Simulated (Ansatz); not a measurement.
CsPbBr₃ (cubic perovskite, space group No. 221) under volume change, the program Ansatz at the PBE level (PAW), scaled uniformly.

```tsv
V (Å³/atom)	E − E(relaxed) (meV/atom)	P (GPa)
39.288	24.1	2.17
40.583	10.1	1.32
41.878	2.4	0.60
43.173	0.0	0.00
44.468	2.1	-0.51
45.764	8.0	-0.94
47.059	17.1	-1.30
```

Problem. What does a third-order Birch–Murnaghan fit give for V₀, B₀ and B′?

Solution. V₀ = 43.18 Å³/atom, B₀ = 18.4 GPa, B′ = 4.7.

Space group Pm-3m (cubic perovskite). This is a known high-temperature phase of the composition, computed here at zero pressure and temperature. The PBE relaxation kept the symmetry of its start; whether a distortion lowers the energy is not shown. Spin–orbit coupling is left out wherever it is not named.

Potentials: the later of the program's two PAW sets.
